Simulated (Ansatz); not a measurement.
According to DFT-PBE in the program Ansatz with PAW potentials, MoS₂ in the trigonal phase (R3m; Mo on 3a, S on 3a, S on 3a) relaxes to a = 3.185 Å, c = 22.321 Å. Mo has 6 nearest neighbours from 2.41 Å (trigonal prismatic); S on 3a has 3 nearest neighbours from 2.41 Å (trigonal pyramidal); S on 3a has 3 nearest neighbours from 2.41 Å (trigonal pyramidal). Against the elements it lies at -0.89 eV/atom, with no fitted shifts.

It is gapped at this level: 1.45 eV (indirect). The hole mass is 0.96, 1.7, 1.7 mₑ (principal values).

Symmetry was held in the PBE relaxation. No spin polarisation was allowed. The volume moved by 23 % from the start of the relaxation. A crystal of weakly bound layers computed without a dispersion correction: the cell and the soft elastic constants depend strongly on that. The references are the lowest solids computed at this level, not always the standard phases. Spin–orbit coupling is left out wherever it is not named.

Potentials: the later of the program's two PAW sets.
